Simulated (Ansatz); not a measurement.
Structure search: one CdInS₂O candidate

The calculation used Ansatz 0.2.0, DFT PBE, scalar-relativistic, plane waves, PAW. Cutoff 420 eV, Gaussian smearing, Γ-centred meshes. Cell and atoms relax first on a coarse mesh and then on a finer one. In between, the cell is made exact in the group found at 0.06 Å. In metals the finer mesh still leaves noise of several meV/atom or more. The steps can't lower the symmetry of their start. Collinear spin is switched on along the way, since trial moments persisted in a coarse test.

The cell of CdInS₂O is invented: ordered mixture on the anion sites of perovskite (P4/mmm, No. 123) (occupants of the shared sites, in ratio, O: 1, S: 2). Lengths were set from tabulated atomic sizes, so they are only a guess.

Space group P4/mmm (No. 123). a = 4.704 Å, b = 4.704 Å, c = 4.704 Å, α = 90.00°, β = 90.00°, γ = 90.00°
```csv
atom,site,symmetry,x,y,z
Cd,1d,4/mmm,0.5000,0.5000,0.5000
In,1a,4/mmm,0.0000,0.0000,0.0000
S,2f,mmm.,0.5000,0.0000,0.0000
O,1b,4/mmm,0.0000,0.0000,0.5000
```

Energies over the elements count from the elements' standard structures at the same level (O₂ as a molecule), with no fitted energy shifts.

Q: What does it relax into?

A: The symmetry stays P4/mmm (No. 123). The volume per atom grows by 2.2 %, from 20.8 to 21.3 Å³. The shortest distance goes from 2.35 Å (In–O and In–S) to 2.00 Å (In–O). The ratio c/a of the conventional cell changes by a factor of 0.78. The energy falls by about 0.29 eV/atom (the start's value is from the coarse mesh). Conventional cell: a = 5.155 Å, c = 4.004 Å. Cd is surrounded by 8 S at 3.26 Å and 4 O at 3.65 Å; In is surrounded by 2 O at 2.00 Å and 4 S at 2.58 Å; S has 2 In at 2.58 Å, 4 Cd at 3.26 Å and 4 O at 3.26 Å; O has 2 In at 2.00 Å, 8 S at 3.26 Å and 4 Cd at 3.65 Å.

```
CELL_PARAMETERS angstrom
5.15495 0.00000 0.00000
0.00000 5.15495 0.00000
0.00000 0.00000 4.00436
ATOMIC_POSITIONS crystal
Cd 0.50000 0.50000 0.50000
In 0.00000 0.00000 0.00000
S 0.50000 0.00000 0.00000
S 0.00000 0.50000 0.00000
O 0.00000 0.00000 0.50000
```

Q: How does it come out in energy, and is it a metal?

A:

- Energy over the elements: −0.03 eV/atom
- Gap on the 8×8×10 mesh of the 5-atom cell: 0 eV (a metal)
- Net moment per atom: 0.19 μB
- Moment by site: S 0.2 (×2); O 0.4 μB

The formation energy is too near zero to say whether this cell lies below the elements.

The last run used collinear spin and Gaussian smearing of 0.10 eV. For metals, differences of a few meV/atom aren't resolved. The reference form of S is held partly by dispersion forces, which this level lacks. The magnetic state reached may not be the lowest. A structure relaxed within its symmetry needn't be a true minimum. In all, the 3 runs took 4.2 min on 1 thread of Arm Neoverse V2 (shared host). Site moments count only spheres around the atoms; the net moment includes the space between them.
